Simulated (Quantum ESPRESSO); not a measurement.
Ti2NbO5F3, finding a planted mistake in a log

A calculation, not a measurement. The program is pw.x of Quantum ESPRESSO 7.5 (plane-wave density functional theory). The cell is made up: 11 atoms on a rutile lattice with one site empty, with randomly drawn elements, strain and displacements, not relaxed. PseudoDojo standard norm-conserving files (v0.5 for PBE, v0.4.1 for LDA and PBEsol) set the functional; there is no spin polarisation, spin-orbit coupling or dispersion term, and the masses in the input are unused placeholders.

Intended input:

```
&control calculation='scf', pseudo_dir='./dojo.nc.sr.pbe.v0_5.standard.upf', outdir='./o', disk_io='low', tprnfor=.true., tstress=.true. /
&system ibrav=0, nat=11, ntyp=4, nbnd=50, ecutwfc=84.00895049, nosym=.true., tot_charge=0,
 occupations='smearing', smearing='fd', degauss=0.0018374661
/
&electrons conv_thr=7.350e-09, electron_maxstep=60, /
ATOMIC_SPECIES
F 1.0 F.upf
Nb 1.0 Nb.upf
O 1.0 O.upf
Ti 1.0 Ti.upf
CELL_PARAMETERS angstrom
4.635 0.0585 0.0162
0.0585 4.5657 0.0375
0.0209 0.0484 5.8803
ATOMIC_POSITIONS angstrom
Ti 0.0216 -0.0126 -0.0021
Ti -0.0235 -0.0034 3.0052
Nb 2.4027 2.336 4.4717
O 1.3636 1.4301 0.0478
F 3.2909 3.2387 0.0035
O 3.6964 0.9579 1.4846
F 0.9342 3.7646 1.5322
O 1.4551 1.4121 2.9248
O 3.2057 3.2467 2.9695
F 3.6945 0.9734 4.4368
O 1.0113 3.7093 4.4008
K_POINTS automatic
5 5 4 1 1 1
```

The log is shortened where brackets say so; the opening notice, blank lines, dates and the lines on written files are dropped, and the path of the files is cut. It prints rydbergs, bohrs and kilobars, and counts compression as positive stress. Where no state is partly filled, the Fermi energy that it prints is only some level between the filled and the empty states on the mesh, and need not lie in the true gap.

Log of the intended run:

```
     Program PWSCF v.7.5
     Parallel version (MPI & OpenMP), running on       4 processor cores
     Number of MPI processes:                 4
     Threads/MPI process:                     1
     [start-up lines left out]
     bravais-lattice index     =            0
     lattice parameter (alat)  =       8.7596  a.u.
     unit-cell volume          =     839.5538 (a.u.)^3
     number of atoms/cell      =           11
     number of atomic types    =            4
     number of electrons       =        88.00
     number of Kohn-Sham states=           50
     kinetic-energy cutoff     =      84.0090  Ry
     charge density cutoff     =     336.0358  Ry
     scf convergence threshold =      7.3E-09
     mixing beta               =       0.7000
     number of iterations used =            8  plain     mixing
     Exchange-correlation= PBE
                           (   1   4   3   4   0   0   0)
     [axes and pseudopotential details left out]
   Cartesian axes
     site n.     atom                  positions (alat units)
         1        Ti     tau(   1) = (   0.0046598  -0.0027182  -0.0004530  )
         2        Ti     tau(   2) = (  -0.0050697  -0.0007335   0.6483155  )
         3        Nb     tau(   3) = (   0.5183374   0.5039482   0.9646853  )
         4        O      tau(   4) = (   0.2941711   0.3085172   0.0103120  )
         5        F      tau(   5) = (   0.7099499   0.6986887   0.0007551  )
         6        O      tau(   6) = (   0.7974289   0.2066489   0.3202746  )
         7        F      tau(   7) = (   0.2015361   0.8121418   0.3305434  )
         8        O      tau(   8) = (   0.3139105   0.3046341   0.6309707  )
         9        O      tau(   9) = (   0.6915696   0.7004146   0.6406139  )
        10        F      tau(  10) = (   0.7970190   0.2099928   0.9571563  )
        11        O      tau(  11) = (   0.2181690   0.8002119   0.9493900  )
     number of k points=    50  Fermi-Dirac smearing, width (Ry)=  0.0018
                       cart. coord. in units 2pi/alat
        k(    1) = (   0.0984129   0.0994659   0.0973681), wk =   0.0400000
        k(    2) = (   0.0977443   0.0978557   0.2944569), wk =   0.0400000
     [further k points left out]
     Dense  grid:    87329 G-vectors     FFT dimensions: (  54,  54,  72)
     Estimated max dynamical RAM per process >     241.43 MB
     Estimated total dynamical RAM >     901.76 MB
     Initial potential from superposition of free atoms
     starting charge      87.9945, renormalised to      88.0000
     Starting wfcs are   62 randomized atomic wfcs
     total cpu time spent up to now is        4.2 secs
     per-process dynamical memory:   187.6 Mb
     Self-consistent Calculation
     iteration #  1     ecut=    84.01 Ry     beta= 0.70
     Davidson diagonalization with overlap
     ethr =  1.00E-02,  avg # of iterations =  2.0
     total cpu time spent up to now is       11.0 secs
     total energy              =    -672.75013734 Ry
     estimated scf accuracy    <       5.71555369 Ry
     iteration #  2     ecut=    84.01 Ry     beta= 0.70
     Davidson diagonalization with overlap
     ethr =  6.49E-03,  avg # of iterations =  7.6
     total cpu time spent up to now is       24.2 secs
     total energy              =    -665.40102435 Ry
     estimated scf accuracy    <      97.34291444 Ry
     [iterations 3 to 18 left out]
     iteration # 19     ecut=    84.01 Ry     beta= 0.70
     Davidson diagonalization with overlap
     ethr =  8.35E-11,  avg # of iterations =  5.3
     total cpu time spent up to now is      162.7 secs
     total energy              =    -676.03166740 Ry
     estimated scf accuracy    <       0.00000001 Ry
     iteration # 20     ecut=    84.01 Ry     beta= 0.70
     Davidson diagonalization with overlap
     ethr =  1.23E-11,  avg # of iterations =  4.7
     total cpu time spent up to now is      170.7 secs
     End of self-consistent calculation
     [lines on levels left out]
     the Fermi energy is     8.6147 ev
!    total energy              =    -676.03166740 Ry
     estimated scf accuracy    <          3.1E-09 Ry
     smearing contrib. (-TS)   =      -0.00000000 Ry
     internal energy E=F+TS    =    -676.03166740 Ry
     The total energy is F=E-TS. E is the sum of the following terms:
     one-electron contribution =    -264.24891276 Ry
     hartree contribution      =     175.82638043 Ry
     xc contribution           =    -135.77362589 Ry
     ewald contribution        =    -451.83550918 Ry
     convergence has been achieved in  20 iterations
     Forces acting on atoms (cartesian axes, Ry/au):
     atom    1 type  4   force =     0.07700971    0.12908207    0.24733339
     atom    2 type  4   force =     0.00998439    0.03413769   -0.25200713
     atom    3 type  2   force =    -0.25861312    0.04247869   -0.19076503
     atom    4 type  3   force =    -0.04221413   -0.06360079   -0.07063455
     atom    5 type  1   force =     0.03855339    0.03185834    0.03478253
     atom    6 type  3   force =     0.08234953   -0.08715449   -0.04155000
     atom    7 type  1   force =     0.01682806   -0.03783746   -0.01521699
     atom    8 type  3   force =    -0.03450541   -0.03083553    0.12655741
     atom    9 type  3   force =     0.07299018    0.03818175    0.08872800
     atom   10 type  1   force =     0.07364845   -0.07756061    0.02401786
     atom   11 type  3   force =    -0.03603103    0.02125034    0.04875451
     Total force =     0.578924     Total SCF correction =     0.000120
     Computing stress (Cartesian axis) and pressure
          total   stress  (Ry/bohr**3)                   (kbar)     P=       75.90
   0.00058980  -0.00111208   0.00006974           86.76     -163.59       10.26
  -0.00111208   0.00081737  -0.00000181         -163.59      120.24       -0.27
   0.00006974  -0.00000181   0.00014074           10.26       -0.27       20.70
     init_run     :      3.88s CPU      4.06s WALL (       1 calls)
     electrons    :    165.23s CPU    166.46s WALL (       1 calls)
     forces       :      1.29s CPU      1.30s WALL (       1 calls)
     stress       :      4.32s CPU      4.34s WALL (       1 calls)
     [timing details left out]
     PWSCF        :   2m54.96s CPU   2m56.44s WALL
     JOB DONE.
```

A second run was made from an input with one planted mistake. Its log:

```
     Program PWSCF v.7.5
     Parallel version (MPI & OpenMP), running on       4 processor cores
     Number of MPI processes:                 4
     Threads/MPI process:                     1
     [start-up lines left out]
     bravais-lattice index     =            0
     lattice parameter (alat)  =       8.7596  a.u.
     unit-cell volume          =     839.5538 (a.u.)^3
     number of atoms/cell      =           11
     number of atomic types    =            4
     number of electrons       =        88.00
     number of Kohn-Sham states=           50
     kinetic-energy cutoff     =      84.0090  Ry
     charge density cutoff     =     336.0358  Ry
     scf convergence threshold =      7.3E-09
     mixing beta               =       0.7000
     number of iterations used =            8  plain     mixing
     Exchange-correlation= PBE
                           (   1   4   3   4   0   0   0)
     [axes and pseudopotential details left out]
   Cartesian axes
     site n.     atom                  positions (alat units)
         1        Ti     tau(   1) = (   0.0046598  -0.0027182  -0.0004530  )
         2        Ti     tau(   2) = (  -0.0050697  -0.0007335   0.6483155  )
         3        Nb     tau(   3) = (   0.5183374   0.5039482   0.9646853  )
         4        O      tau(   4) = (   0.2941711   0.3085172   0.0103120  )
         5        F      tau(   5) = (   0.7099499   0.6986887   0.0007551  )
         6        O      tau(   6) = (   0.7974289   0.2066489   0.3202746  )
         7        F      tau(   7) = (   0.2015361   0.8121418   0.3305434  )
         8        O      tau(   8) = (   0.3139105   0.3046341   0.6309707  )
         9        F      tau(   9) = (   0.6915696   0.7004146   0.6406139  )
        10        O      tau(  10) = (   0.7970190   0.2099928   0.9571563  )
        11        O      tau(  11) = (   0.2181690   0.8002119   0.9493900  )
     number of k points=    50  Fermi-Dirac smearing, width (Ry)=  0.0018
                       cart. coord. in units 2pi/alat
        k(    1) = (   0.0984129   0.0994659   0.0973681), wk =   0.0400000
        k(    2) = (   0.0977443   0.0978557   0.2944569), wk =   0.0400000
     [further k points left out]
     Dense  grid:    87329 G-vectors     FFT dimensions: (  54,  54,  72)
     Estimated max dynamical RAM per process >     241.43 MB
     Estimated total dynamical RAM >     901.76 MB
     Initial potential from superposition of free atoms
     starting charge      87.9945, renormalised to      88.0000
     Starting wfcs are   62 randomized atomic wfcs
     total cpu time spent up to now is        4.0 secs
     per-process dynamical memory:   187.6 Mb
     Self-consistent Calculation
     iteration #  1     ecut=    84.01 Ry     beta= 0.70
     Davidson diagonalization with overlap
     ethr =  1.00E-02,  avg # of iterations =  2.0
     total cpu time spent up to now is       10.6 secs
     total energy              =    -673.19569836 Ry
     estimated scf accuracy    <       5.34667133 Ry
     iteration #  2     ecut=    84.01 Ry     beta= 0.70
     Davidson diagonalization with overlap
     ethr =  6.08E-03,  avg # of iterations =  6.5
     total cpu time spent up to now is       23.0 secs
     total energy              =    -667.11262234 Ry
     estimated scf accuracy    <      74.76733539 Ry
     [iterations 3 to 18 left out]
     iteration # 19     ecut=    84.01 Ry     beta= 0.70
     Davidson diagonalization with overlap
     ethr =  8.80E-11,  avg # of iterations =  5.1
     total cpu time spent up to now is      152.2 secs
     total energy              =    -676.18278126 Ry
     estimated scf accuracy    <       0.00000003 Ry
     iteration # 20     ecut=    84.01 Ry     beta= 0.70
     Davidson diagonalization with overlap
     ethr =  3.60E-11,  avg # of iterations =  2.0
     total cpu time spent up to now is      159.0 secs
     End of self-consistent calculation
     [lines on levels left out]
     the Fermi energy is     8.6144 ev
!    total energy              =    -676.18278125 Ry
     estimated scf accuracy    <          7.3E-09 Ry
     smearing contrib. (-TS)   =      -0.00000000 Ry
     internal energy E=F+TS    =    -676.18278125 Ry
     The total energy is F=E-TS. E is the sum of the following terms:
     one-electron contribution =    -260.46487134 Ry
     hartree contribution      =     174.15578648 Ry
     xc contribution           =    -135.81520763 Ry
     ewald contribution        =    -454.05848876 Ry
     convergence has been achieved in  20 iterations
     Forces acting on atoms (cartesian axes, Ry/au):
     atom    1 type  4   force =     0.02111977    0.16914066    0.15249936
     atom    2 type  4   force =     0.03814442    0.17281840   -0.16472188
     atom    3 type  2   force =    -0.23642086   -0.17284021   -0.02513827
     atom    4 type  3   force =    -0.01113401   -0.02831099   -0.09392661
     atom    5 type  1   force =     0.03325887    0.02926945    0.03152971
     atom    6 type  3   force =     0.08013240   -0.09532340   -0.01371988
     atom    7 type  1   force =     0.02583055   -0.05212172   -0.00319532
     atom    8 type  3   force =    -0.03571648   -0.02115875    0.11364580
     atom    9 type  1   force =     0.05317720    0.04356715   -0.02849099
     atom   10 type  3   force =     0.06194823   -0.06028011    0.00536291
     atom   11 type  3   force =    -0.03034010    0.01523952    0.02615516
     Total force =     0.508403     Total SCF correction =     0.000273
     Computing stress (Cartesian axis) and pressure
          total   stress  (Ry/bohr**3)                   (kbar)     P=       67.61
   0.00054589  -0.00059463  -0.00001887           80.30      -87.47       -2.78
  -0.00059463   0.00067553  -0.00016723          -87.47       99.37      -24.60
  -0.00001887  -0.00016723   0.00015738           -2.78      -24.60       23.15
     init_run     :      3.78s CPU      3.96s WALL (       1 calls)
     electrons    :    153.78s CPU    155.01s WALL (       1 calls)
     forces       :      1.50s CPU      1.53s WALL (       1 calls)
     stress       :      4.68s CPU      4.71s WALL (       1 calls)
     [timing details left out]
     PWSCF        :   2m43.88s CPU   2m45.39s WALL
     JOB DONE.
```

Question: what was wrong in the second input?

Answer: two atoms have their elements exchanged. The input lines that differ, file-writing options aside:

```
- O 3.2057 3.2467 2.9695
+ F 3.2057 3.2467 2.9695
- F 3.6945 0.9734 4.4368
+ O 3.6945 0.9734 4.4368
```

|  | intended run | run with the mistake |
| --- | --- | --- |
| free energy (eV) | -9197.879 | -9199.935 |
| smearing term -TS (eV) | 0.0000 | 0.0000 |
| pressure (GPa) | 7.59 | 6.76 |
| largest force component (eV/Å) | 6.649 | 6.079 |
| largest change of a force component (eV/Å) |  | 5.536 |
| iterations | 20 | 20 |

For scale, a rerun of the intended cell at 1467 eV and a 7 x 7 x 6 mesh moved values by no more than 0.004 eV in energy, 0.04 GPa in stress and 0.002 eV/Å in force.